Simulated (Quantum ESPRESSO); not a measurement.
# Al3GeN3Si: a curve over one atom's position

Computed values, not a measurement. The program is pw.x of Quantum ESPRESSO 7.5 (plane-wave density functional theory). The cell is made up: 8 atoms on a zincblende/diamond lattice, with randomly drawn elements, strain and displacements, not relaxed. PseudoDojo standard norm-conserving files (v0.5 for PBE, v0.4.1 for LDA and PBEsol) set the functional; there is no spin polarisation, spin-orbit coupling or dispersion term, and the masses in the input are unused placeholders.

Seven runs move atom 5 (N, counted in the order of the input) along z and keep all else fixed.

Input of the run at +0.0169:

```
&control calculation='scf', pseudo_dir='./dojo.nc.sr.pbe.v0_5.standard.upf', outdir='./o', disk_io='medium', tprnfor=.true., tstress=.true. /
&system ibrav=0, nat=8, ntyp=4, nbnd=27, ecutwfc=84.00895049, nosym=.true., tot_charge=0,
 occupations='smearing', smearing='fd', degauss=0.0018374661
/
&electrons conv_thr=7.350e-09, electron_maxstep=60, /
ATOMIC_SPECIES
Al 1.0 Al.upf
Ge 1.0 Ge.upf
N 1.0 N.upf
Si 1.0 Si.upf
CELL_PARAMETERS angstrom
4.6542 0.0 0.0
0.0 4.6542 0.0
0.0 0.0 4.6542
ATOMIC_POSITIONS angstrom
Al -0.0739 -0.0428 0.0244
Al 0.0454 2.3223 2.3418
Al 2.2855 0.0326 2.3948
Ge 2.3349 2.2566 0.0476
N 1.2671 1.171 1.165
N 1.0821 3.4425 3.4849
N 3.3978 1.2064 3.4561
Si 3.5467 3.5337 1.2449
K_POINTS automatic
4 4 4 1 1 1
```

| shift of atom 5 along z (Å) | free energy less that of the input shown (eV) | Fx on atom 5 (eV/Å) | Fy on atom 5 (eV/Å) | Fz on atom 5 (eV/Å) | pressure (GPa) | next band up at Gamma (eV) | iterations |
| --- | --- | --- | --- | --- | --- | --- | --- |
| -0.0987 | 0.1087 | -2.162 | -1.363 | 1.655 | 20.67 | 0.768 | 11 |
| -0.0298 | 0.0240 | -1.925 | -0.981 | 0.804 | 20.35 | 0.777 | 11 |
| -0.0171 | 0.0148 | -1.890 | -0.915 | 0.646 | 20.31 | 0.779 | 11 |
| +0.0169 | 0.0000 | -1.808 | -0.745 | 0.223 | 20.25 | 0.787 | 11 |
| +0.0812 | 0.0114 | -1.701 | -0.441 | -0.575 | 20.29 | 0.805 | 11 |
| +0.0983 | 0.0230 | -1.683 | -0.364 | -0.786 | 20.34 | 0.810 | 11 |

Question: one run is left out of the table, at +0.0307. Estimate its Fz on atom 5 (eV/Å).

Answer: 0.051. The whole row:

```
shift of atom 5 along z (Å)  free energy less that of the input shown (eV)  Fx on atom 5 (eV/Å)  Fy on atom 5 (eV/Å)  Fz on atom 5 (eV/Å)  pressure (GPa)  next band up at Gamma (eV)  iterations
                    +0.0307                                        -0.0019               -1.780               -0.678                0.051           20.25                       0.791          11
```

A cubic fit gives dFz/dz = -12.44 eV/Å² at zero shift. Across the table the free energy follows the integral of the force to within 0.1 meV. A rerun of one of the cells at 1437 eV and a 6 x 6 x 6 mesh moved values by no more than 0.004 eV in energy, 0.02 GPa in stress and 0.003 eV/Å in force. The band column is the level of band 22 at Gamma less that of band 21, whose number is half the electron count, rounded up; it comes from a band step after each run.